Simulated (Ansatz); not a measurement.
A relaxed structure of ZnO is spoiled in several ways and relaxed again each time (noise and exchanges are one random draw each; pressure is positive under compression). Method: PBE (plane waves to 420 eV, PAW, scalar-relativistic; Ansatz, a program for electronic structure).

Space group P6₃mc (No. 186); a = 3.280 Å, b = 3.280 Å, c = 5.293 Å, α = 90.00°, β = 90.00°, γ = 120.00°

```
atom  site  symmetry       x       y       z
----  ----  --------  ------  ------  ------
Zn      2b       3m.  0.6667  0.3333  0.0022
O       2b       3m.  0.3333  0.6667  0.1230
```

| change | first pressure (GPa) | first V (Å³/atom) | released (eV/atom) | moves | outcome | final group | E − E(parent) (eV/atom) |
|---|---|---|---|---|---|---|---|
| with every coordinate shifted by Gaussian noise of σ = 0.2 Å | 12.2 | 12.33 | 0.33 | 6 | returns to the parent | P6₃mc | 0.000 |
| with every coordinate shifted by Gaussian noise of σ = 0.1 Å | 1.9 | 12.33 | 0.05 | 5 | returns to the parent | P6₃mc | 0.000 |
| deformed by the Cartesian strain tensor (xx, yy, zz, yz, xz, xy) = (0.056, 0.025, -0.065, -0.001, -0.015, -0.029) | (withheld) | 12.46 | (withheld) | 8 | (withheld) | (withheld) | (withheld) |
| doubled along one cell vector, shaken by Gaussian noise of σ = 0.08 Å a coordinate | 3.7 | 12.33 | 0.12 | 5 | returns to the parent | P6₃mc | 0.000 |

Problem. Some entries are withheld; supply them.

Solution. 
- deformed by the Cartesian strain tensor (xx, yy, zz, yz, xz, xy) = (0.056, 0.025, -0.065, -0.001, -0.015, -0.029), first pressure (GPa): 1.0
- deformed by the Cartesian strain tensor (xx, yy, zz, yz, xz, xy) = (0.056, 0.025, -0.065, -0.001, -0.015, -0.029), released (eV/atom): 0.07
- deformed by the Cartesian strain tensor (xx, yy, zz, yz, xz, xy) = (0.056, 0.025, -0.065, -0.001, -0.015, -0.029), outcome: returns to the parent
- deformed by the Cartesian strain tensor (xx, yy, zz, yz, xz, xy) = (0.056, 0.025, -0.065, -0.001, -0.015, -0.029), final group: P6₃mc
- deformed by the Cartesian strain tensor (xx, yy, zz, yz, xz, xy) = (0.056, 0.025, -0.065, -0.001, -0.015, -0.029), E − E(parent) (eV/atom): 0.000

First-step values come from each run's starting, coarser k-mesh (8×8×5, 4×8×5). Each cell has its own k-point mesh; energy differences are given only to the digits this allows. No spin polarisation in the result.
